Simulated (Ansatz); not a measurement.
Start of a relaxation of Al2B3P5:

```yaml
crystal:
  lattice:
    - [-1.76137, 1.76137, 12.45477]
    - [1.76137, -1.76137, 12.45477]
    - [1.76137, 1.76137, -12.45477]
  atoms:
    - { symbol: Al, position: [0.90000, 0.90000, 0.00000] }
    - { symbol: Al, position: [0.10000, 0.10000, 0.00000] }
    - { symbol: B, position: [0.50000, 0.50000, 0.00000] }
    - { symbol: B, position: [0.70000, 0.70000, 0.00000] }
    - { symbol: B, position: [0.30000, 0.30000, 0.00000] }
    - { symbol: P, position: [0.45000, 0.95000, 0.50000] }
    - { symbol: P, position: [0.05000, 0.55000, 0.50000] }
    - { symbol: P, position: [0.65000, 0.15000, 0.50000] }
    - { symbol: P, position: [0.25000, 0.75000, 0.50000] }
    - { symbol: P, position: [0.85000, 0.35000, 0.50000] }
```

These are results of DFT PBE, scalar-relativistic, plane waves, PAW in Ansatz, not measurements. Cutoff 420 eV, Gaussian smearing, Γ-centred meshes. Cell and atoms relax first on a coarse mesh and then on a converged one. In between, the cell is made exact in the group found at 0.06 Å. The steps can't lower the symmetry of their start. No spin polarisation.

A guess keeps its type if space group and coordination stay and the shape of the cell changes little (axis ratios within about 15 %, angles within 6°); the volume may change.

Task: Will the relaxed cell still be of the starting type?

Result: It keeps its type. The symmetry stays I-4m2 (No. 119). The volume per atom shrinks by 2.4 %, from 15.5 to 15.1 Å³. The shortest distance goes from 2.16 Å (Al–P and B–P) to 2.03 Å (B–P). The ratio c/a of the conventional cell changes by a factor of 1.05. Counting neighbours within 15 % of an atom's shortest distance, the start has Al 4, B 4, P 4 and the end Al 4, B 4, P 4.

Formation energies are uncorrected and refer to the elements' standard structures at the same level. The references include black phosphorus.

Task: At what energy does it end?

Result: −0.272 eV/atom. A negative formation energy is needed for stability but isn't enough: competing phases decide.

The last run used a 12×12×12 mesh for its 10-atom cell and Gaussian smearing of 0.02 eV. The reference form of P is held partly by dispersion forces, which this level lacks. A later test with randomly moved atoms came back to the same energy, though modes that don't fit the test's cell weren't probed.
